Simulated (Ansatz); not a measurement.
Problem. Each is relaxed and computed with r²SCAN (plane waves, PAW; program Ansatz). Which is the only metal?
A. LaOF, R-3m (La on 6c, O on 6c, F on 6c)
B. LaAl2Ge2, P-3m1 (La on 1a, Al on 2d, Ge on 2d)
C. AlGaAs2, R3m (Al on 3a, Ga on 3a, As on 3a, As on 3a)
D. GeTePt, P2_13 (Ge on 4a, Te on 4a, Pt on 4a)

Solution. B, LaAl2Ge2, P-3m1 (La on 1a, Al on 2d, Ge on 2d). LaAl2Ge2: metal; GeTePt: gap 0.37 eV (indirect); LaOF: gap 4.67 eV; AlGaAs2: gap 1.35 eV (direct). Standing as an ambient phase not checked: LaAl2Ge2, P-3m1 (La on 1a, Al on 2d, Ge on 2d); GeTePt, P2_13 (Ge on 4a, Te on 4a, Pt on 4a); LaOF, R-3m (La on 6c, O on 6c, F on 6c); AlGaAs2, R3m (Al on 3a, Ga on 3a, As on 3a, As on 3a). Perhaps ordered models of mixed-site phases: AlGaAs2, R3m (Al on 3a, Ga on 3a, As on 3a, As on 3a). All cells were relaxed under the symmetry of their starts (and spin orders); stability against distortions was not tested throughout. Rows with no word on spin ran without spin polarisation. Spin–orbit coupling is left out wherever it is not named.

Potentials: the earlier of the program's two PAW sets.
